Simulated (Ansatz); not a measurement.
BeAu, in the lowest of the structures calculated here: P2₁3 (No. 198), cP8; a = 4.659 Å, b = 4.659 Å, c = 4.659 Å, α = 90.00°, β = 90.00°, γ = 90.00°; Be 4a (0.846, 0.846, 0.846); Au 4a (0.153, 0.153, 0.153). The numbers are results of PBEsol (plane waves to 420 eV, PAW, scalar-relativistic; Ansatz, a first-principles code), not measurements. Element references, the lowest calculated here: Be (P6₃/mmc), Au (Fm-3m).

Total energies (eV/atom, σ → 0; comparable only within this code, potentials and settings):

| phase | E (eV/atom) |
|---|---|
| BeAu (P2₁3) | -6548.927 |
| Be (P6₃/mmc) | -90.351 |
| Au (Fm-3m) | -13007.100 |
| Be5Au (F-43m) | -2243.261 |

Question: What is the formation energy of this P2₁3 form of BeAu from the elements?

Answer: E_f = -6548.927 − [1 × (-90.351) + 1 × (-13007.100)] / 2 = -0.20 eV/atom (-0.4 eV per formula unit).

Question: Is it stable against the other phases calculated?

Answer: Yes: the most favourable decomposition, BeAu → 0.8 Au + 0.2 Be5Au (Au Fm-3m, Be5Au F-43m), costs 0.13 eV/atom.

Question: Over what range of chemical potentials is BeAu stable among the phases calculated here? Give the corners of its window as Δμ = μ − μ(element).

Answer: 
```csv
in equilibrium with,Δμ(Au) (eV),Δμ(Be) (eV)
Au,0.00,-0.40
Be5Au,-0.33,-0.08
```

At every corner Σ nΔμ equals the formation energy, about -0.4 eV per formula unit; the corners carry the error of several atoms' energies, a few 0.01 eV.

Hull of the energies calculated here, no anion corrections, zero temperature, no zero-point energy; an uncalculated phase could lie lower. Values are rounded to 0.01 eV/atom. Spin-orbit coupling is missing from these energies, which matters for elements this heavy. The compounds carry no spin polarisation.
